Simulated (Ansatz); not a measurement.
MgCO3:
```
MgCO3
1.0
    2.32426     1.34191     4.97666
   -2.32426     1.34191     4.97666
    0.00000    -2.68382     4.97666
Mg C O
2 2 6
Direct
  0.00000   0.00000   0.00000
  0.50000   0.50000   0.50000
  0.25000   0.25000   0.25000
  0.75000   0.75000   0.75000
  0.25000   0.97282   0.52718
  0.75000   0.02718   0.47282
  0.52718   0.25000   0.97282
  0.47282   0.75000   0.02718
  0.97282   0.52718   0.25000
  0.02718   0.47282   0.75000
```

Tensor components refer to the Cartesian frame of this cell.

Task: Give the high-frequency dielectric tensor and the Born effective charge tensors of the independent atoms from DFPT, DFT-PBEsol in the program Ansatz with PAW potentials.

Result: 
ε∞:
```
3.03  0.00  0.00
0.00  3.03  0.00
0.00  0.00  2.40
```
Z* of atom 1 (Mg), rows: field, columns: displacement, in e:
```
 2.31  -0.28   0.00
 0.28   2.31   0.00
 0.00   0.00   2.08
```
Z* of atom 3 (C), rows: field, columns: displacement, in e:
```
3.06  0.00  0.00
0.00  3.06  0.00
0.00  0.00  0.48
```
Z* of atom 5 (O), rows: field, columns: displacement, in e:
```
-1.48   0.54   0.13
 0.54  -2.10   0.07
 0.09   0.05  -0.85
```

Static charges for comparison (Bader): Mg1 +1.75, C3 +2.24, O5 -1.33 e. Born charges measure polarisation by displacement and can exceed these by far.

Space group R-3c. The first step of the workflow began from a Materials Project structure, measured or hypothetical; the Crystallography Open Database files this formula in space group No. 167, but the cells were not matched. Whether it is the stable phase at ambient conditions was not checked. The PBEsol relaxation kept the symmetry of its start; whether a distortion lowers the energy is not shown.

Potentials: the later of the program's two PAW sets.
